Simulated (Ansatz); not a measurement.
## Co: what a change does to the field gradients

Base: a COD entry, whose atoms a relaxation with PBE at fixed cell left in place.

```xyz
2
Lattice="2.5054 0.0000 0.0000 -1.2527 2.1697 0.0000 0.0000 0.0000 4.0893" Properties=species:S:1:pos:R:3 pbc="T T T"
Co    0.0000    1.4465    1.0223
Co    1.2527    0.7232    3.0670
```

Sites (sets of like atoms) are named by element and the number of their first atom in this list.

Level of theory: DFT, PBE, plane waves and PAW, scalar-relativistic, collinear spin, 420 eV cutoff, Γ-centred 21×21×11 k-points, Fermi–Dirac smearing 0.05 eV (Ansatz 0.2.0). Start moments as typed (μB): 2 on each Co.

(1) Variant: z stretched by 1 %, ions relaxed. What happens to the gradients (10²¹ V/m²)?

## Answers

(1) 

```json
{"site": "Co", "atoms": "1, 2", "V_zz base": "-0.071", "η base": "0.00", "V_zz variant": "0.19", "η variant": "0.00"}
```

The largest change of V_zz is on Co, from -0.071 to 0.19. V_zz changes sign on Co (same axis).

The run finds no gap above 0.1 eV (a metal, or nearly one), so the gradients can move by 10 % or more with the k-mesh. With these PAW files V_zz is typically within 2 to 3 % of all-electron values, but misses above 10 % occur on Co.
For the base: At this cell the principal stresses reach 6 GPa in size with PBE, which can matter for small gradients.
For the variant: At this changed cell the PBE pressure is -6 GPa.
